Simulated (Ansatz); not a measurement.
Starting cell, GaP (zinc blende):

```xyz
2
Lattice="0.0000 2.7532 2.7532 2.7532 0.0000 2.7532 2.7532 2.7532 0.0000" Properties=species:S:1:pos:R:3 pbc="T T T"
P      4.1298     4.1298     4.1298
Ga     0.0000     0.0000     0.0000
```

In this cell atom 2 (Ga, nearest neighbour P at 2.384 Å; its periodic images, 3.9 Å or more away, move with it) is moved by u·(0.707, 0.707, 0.000) + v·(0.000, 0.000, 1.000); the rest is frozen.

Computed with PBE (plane waves to 420 eV, PAW, scalar-relativistic; Ansatz, a program for electronic structure). k mesh 8×8×8 (Γ-centred), Fermi-Dirac smearing 0.05 eV. E stands for the smeared free energy. Points where atoms come too close for the PAW data are left out (x in tables, blank in figures). As the smearing reaches across the gap at some points, energies and forces of such displacements shift with the k mesh and the smearing. GaP was relaxed with its symmetry unable to fall. The PAW data are Ansatz's earlier set. The last digit holds for this mesh only.

Changes of ΔE (eV/cell) from the point u = 0.000 Å, v = 0.000 Å when one coordinate moves alone (two changes are said to add if the coupling is within 5 % of the smaller one, nearly so within 20 %):

```csv
point,change
"u = 0.000 Å, v = -0.790 Å",2.2231
"u = 0.000 Å, v = -0.527 Å",1.1524
"u = 0.000 Å, v = -0.263 Å",0.3155
"u = -0.790 Å, v = 0.000 Å",3.3235
"u = -0.527 Å, v = 0.000 Å",1.3765
"u = -0.263 Å, v = 0.000 Å",0.3296
"u = 0.263 Å, v = 0.000 Å",0.3296
"u = 0.527 Å, v = 0.000 Å",1.3765
"u = 0.790 Å, v = 0.000 Å",3.3235
"u = 0.000 Å, v = 0.263 Å",0.3155
"u = 0.000 Å, v = 0.527 Å",1.1524
"u = 0.000 Å, v = 0.790 Å",2.2231
```

Problem. What is the change at u = 0.527 Å, v = 0.527 Å, where both move, and how far is it from the sum?

Solution. The sum of the single changes is 1.3765 + (1.1524) = 2.5289; the calculation gives 0.9848, so the coupling contributes -1.5441 (over 20 % of the smaller single change, not additive).

Problem. What is the change at u = -0.527 Å, v = -0.263 Å, where both move, and how far is it from the sum?

Solution. The sum of the single changes is 1.3765 + (0.3155) = 1.6920; the calculation gives 3.0827, so the coupling contributes 1.3907 (over 20 % of the smaller single change, not additive).

Problem. Do the two effects add at u = 0.527 Å, v = 0.790 Å? Give the computed change.

Solution. The sum of the single changes is 1.3765 + (2.2231) = 3.5996; the calculation gives 1.6307, so the coupling contributes -1.9689 (over 20 % of the smaller single change, not additive).

(A displaced cell: forces are minus the slopes of the energy, force constants its curvatures, and phonons follow from these.)
